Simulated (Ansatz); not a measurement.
¹⁷O NMR of the central transition in Ba6LiNb2IrCl2O12

Cell: a computed structure from the Materials Project (it need not be an observed phase), atoms as given.

```cif
data_structure
_symmetry_space_group_name_H-M 'P 1'
_symmetry_Int_Tables_number 1
_cell_length_a 6.1759
_cell_length_b 6.1759
_cell_length_c 15.2538
_cell_angle_alpha 92.617
_cell_angle_beta 92.617
_cell_angle_gamma 56.496
_cell_volume 484.48
loop_
_atom_site_label
_atom_site_type_symbol
_atom_site_fract_x
_atom_site_fract_y
_atom_site_fract_z
_atom_site_occupancy
Ba1 Ba 0.32714 0.32714 0.63125 1
Ba2 Ba 0.33004 0.33004 0.21261 1
Ba3 Ba 0.68127 0.68127 0.36253 1
Ba4 Ba 0.64096 0.64096 0.08062 1
Ba5 Ba 0.29867 0.29867 0.96066 1
Ba6 Ba 0.70565 0.70565 0.78375 1
Li7 Li 0.46581 0.46581 0.82933 1
Nb8 Nb 0.99803 0.99803 0.18536 1
Nb9 Nb 0.01349 0.01349 0.81535 1
Ir10 Ir 0.99768 0.99768 0.99739 1
Cl11 Cl 0.67397 0.67397 0.57535 1
Cl12 Cl 0.33096 0.33096 0.42056 1
O13 O 0.15941 0.69095 0.08394 1
O14 O 0.33096 0.83346 0.24264 1
O15 O 0.17075 0.67900 0.75177 1
O16 O 0.83346 0.33096 0.24264 1
O17 O 0.84478 0.84478 0.24242 1
O18 O 0.82289 0.31543 0.91024 1
O19 O 0.16701 0.16701 0.76005 1
O20 O 0.31543 0.82289 0.91024 1
O21 O 0.84943 0.84943 0.91079 1
O22 O 0.69095 0.15941 0.08394 1
O23 O 0.67900 0.17075 0.75177 1
O24 O 0.15061 0.15061 0.08960 1
```

Atoms are numbered from 1 in the order listed; like atoms form one site, named after its first atom.

Level of theory: DFT, PBE, plane waves and PAW, scalar-relativistic, 420 eV cutoff, Γ-centred 5×5×2 k-points, Fermi–Dirac smearing 0.02 eV (Ansatz 0.2.0).

¹⁷O has I = 5/2 and Q = -25.58 mb (Pyykkö 2018); at 14.1 T its Larmor frequency is ν₀ = 81.4 MHz. Only the quadrupole interaction is simulated: positions count from each site's isotropic chemical shift, and J coupling is left out, as are shift anisotropy and dipolar coupling, which fast spinning averages.

(1) Simulate the second-order pattern (fast magic-angle spinning, Gaussian broadening 0.1 kHz) of site O13 (1 Ir at 2.09 Å, 1 Nb at 2.18 Å, angle 84°; also 3 Ba at 2.75–2.82 Å).

Results:

(1) The calculation gives C_Q = -5.29 MHz and η = 0.35, so ν_Q = 0.794 MHz and the centre of gravity lies at -26.4 ppm (-2.15 kHz).

(offset (kHz), height): (-5.488, 0), (-5.251, 5), (-5.014, 9), (-4.777, 9), (-4.540, 9), (-4.303, 10), (-4.066, 10), (-3.829, 27), (-3.592, 40), (-3.355, 47), (-3.118, 67), (-2.881, 100), (-2.644, 72), (-2.407, 65), (-2.170, 64), (-1.933, 66), (-1.696, 72), (-1.459, 95), (-1.222, 92), (-0.985, 68), (-0.748, 58), (-0.511, 52), (-0.273, 17), (-0.036, 0)

The largest force is 0.6 eV/Å, so the atoms aren't at the calculated equilibrium and relaxing them would move these values. A computed database structure should lie near equilibrium, so this entry is doubtful. Without spin–orbit coupling the gradients at and beside Ir can be off by some per cent, at some sites by more.
